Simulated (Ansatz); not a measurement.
# Structure relaxation, Si2W

The start is a relaxed Si2W cell, doubled along one cell vector, shaken by Gaussian noise of σ = 0.08 Å a coordinate. The cell and all atomic positions are relaxed at zero pressure with r2SCAN (plane waves to 500 eV, PAW, scalar-relativistic; Ansatz, a quantum-chemistry and plane-wave program). The first steps use a coarse 5×9×2 k-mesh.

The start:
```
CELL_PARAMETERS angstrom
      5.77165     0.00000     0.00000
     -1.44291     2.49920     0.00000
      0.00000     0.00000    11.91224
ATOMIC_POSITIONS crystal
  W  0.18008 0.66115 0.24026
  W  0.66454 0.69476 0.24533
  W  0.30177 0.29318 0.75185
  W  0.82601 0.27852 0.75135
  Si 0.18991 0.72314 0.58252
  Si 0.66720 0.68853 0.57078
  Si 0.32633 0.34557 0.07398
  Si 0.82187 0.31964 0.08022
  Si 0.32615 0.34338 0.42427
  Si 0.81837 0.34215 0.41217
  Si 0.15877 0.64070 0.92342
  Si 0.65428 0.60672 0.92487
```

```yaml
relative_to_the_parent: "It does not go back: it reaches P6₃/mmc (No. 194), 0.29 eV/atom below the parent"
Shortest distances (start → end): "The closest pairs of elements (up to four, under 3.6 Å), start → end: Si–Si 2.39 → 2.59 Å; Si–W 2.48 → 2.57 Å; W–W 2.72 → 2.92 Å"
band_gap_at_the_end: no gap (metallic)
optimiser_moves: 25
```

Relaxed structure:

```cif
data_Si4W2
_chemical_formula_sum 'W2 Si4'
_space_group_name_H-M_alt 'P63/mmc'
_space_group_IT_number 194
_space_group_name_Hall '-P 6c 2c'
_cell_length_a 2.92289
_cell_length_b 2.92289
_cell_length_c 11.69178
_cell_angle_alpha 90.000
_cell_angle_beta 90.000
_cell_angle_gamma 120.000
loop_
_atom_site_label
_atom_site_type_symbol
_atom_site_symmetry_multiplicity
_atom_site_Wyckoff_symbol
_atom_site_fract_x
_atom_site_fract_y
_atom_site_fract_z
_atom_site_occupancy
W1 W 2 b 0.00000 0.00000 0.25000 1
Si1 Si 4 f 0.66667 0.33333 0.08401 1
```

Final values are on a 18×18×4 k-mesh of the relaxed cell. No spin polarisation in the result.

The relaxed structure here is a generated cell of Si2W: the first start was made by placing the elements on the sites of a structure type, and the end was not matched to a known phase here, so it may be hypothetical. Known forms of Si2W include space group No. 139.
